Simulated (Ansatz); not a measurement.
All numbers below come from DFT PBE, scalar-relativistic, plane waves, PAW (Ansatz 0.2.0). Settings: cutoff 420 eV, Γ-centred meshes spaced at most about 0.3 Å⁻¹, and about 0.25 Å⁻¹ or finer for metals (2π included), Gaussian smearing. No spin polarisation in the final relaxations.

These are static total energies at zero pressure.

Two relaxed structures of Nb2Sn2S:

A. Space group I4/mmm (No. 139), tetragonal, a = 3.934 Å, c = 13.918 Å. Nb is surrounded by 1 Nb at 2.60 Å, 4 Sn at 2.94 Å and 4 S at 3.07 Å; around Sn lie 4 Sn at 2.78 Å and 4 Nb at 2.94 Å; S has 8 Nb at 3.07 Å.

B. Space group I4/mmm (No. 139), tetragonal, a = 3.712 Å, c = 16.149 Å. Nb has 4 Nb at 2.62 Å and 4 Sn at 3.09 Å; Sn has 4 S at 3.06 Å, 4 Nb at 3.09 Å, 1 Sn at 3.14 Å and 4 Sn at 3.71 Å; around S lie 8 Sn at 3.06 Å.

**Question.** Which placement of the atoms is lower in energy, and by how much?

**Answer.** A is lower, by 82 meV/atom. The two share one framework of sites and differ in which element sits where. A has space group I4/mmm (No. 139), 21.5 Å³/atom and no gap on its mesh; B has space group I4/mmm (No. 139), 22.3 Å³/atom and no gap. Counting Nb or Sn atoms around S (for each partner element, those within 1.25 times its shortest distance or 1.15 times the sum of covalent radii, where it is the nearest in units of that sum or under 1.3; the shortest distance is added where it exceeds 1.18 times the sum of covalent radii), A has S 8 and B has S 8 from 3.1 Å. The denser one is the lower, and pressure would at first widen the difference. Even the lower one lies +0.38 eV/atom against the reference forms of the elements (uncorrected), so neither is stable at this level. Both come from invented guesses. A third cell relaxed alike, in P-3m1, lies 0.63 eV/atom below the lower of the two.

Cells relaxed within their symmetry can be saddle points.
